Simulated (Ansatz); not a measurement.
# Data sheet: Y2N (DFT)

Y2N:
```cif
data_NY2
_chemical_formula_sum 'N1 Y2'
_space_group_name_H-M_alt 'P-3m1'
_space_group_IT_number 164
_space_group_name_Hall '-P 3 2"'
_cell_length_a 3.51528
_cell_length_b 3.51528
_cell_length_c 5.96224
_cell_angle_alpha 90.000
_cell_angle_beta 90.000
_cell_angle_gamma 120.000
loop_
_atom_site_label
_atom_site_type_symbol
_atom_site_symmetry_multiplicity
_atom_site_Wyckoff_symbol
_atom_site_fract_x
_atom_site_fract_y
_atom_site_fract_z
_atom_site_occupancy
N1 N 1 a 0.00000 0.00000 0.00000 1
Y1 Y 2 d 0.33333 0.66667 0.22282 1
```

Space group P-3m1 (No. 164), anti-CdI2 type; conventional cell a = b = 3.5153 Å, c = 5.9622 Å, α = β = 90.00°, γ = 120.00°.

Method: plane-wave PAW r²SCAN (Ansatz code). Geometry: relaxed at this level of theory. Other levels are named where they apply.

Cell and energy:

```yaml
volume_per_atom: 21.27 Å³
density: 4.99 g/cm³
Formation energy from the elements (no fitted shifts): -116 kJ/mol-atom
```

Electronic structure:

```yaml
electronic_character: metallic (no gap)
Density of states at the Fermi level: 1.0 states/eV per atom (mean over ±0.08 eV)
Gap with spin–orbit coupling: none (metallic)
```

Mechanics:

```yaml
Bulk modulus (Birch–Murnaghan fit): 774 kbar
Pressure derivative B′: 4.0
```

Charges:

```yaml
bader_charges: N -2.24, Y +1.12 e
```

A made-up cell: these elements were put on the sites of a structure type; neither database checked (COD, Materials Project) lists it. Whether it is the stable phase at ambient conditions was not checked. The cell was relaxed with r²SCAN under the symmetry of its start; whether a distortion lowers the energy is not shown. No spin polarisation was allowed. With an odd number of electrons in the cell and no spin polarisation, the count alone makes it a metal. The references are the lowest solids computed at this level, not always the standard phases (solids in place of the gases). Spin–orbit coupling is left out wherever it is not named.

Potentials: the later of the program's two PAW sets.
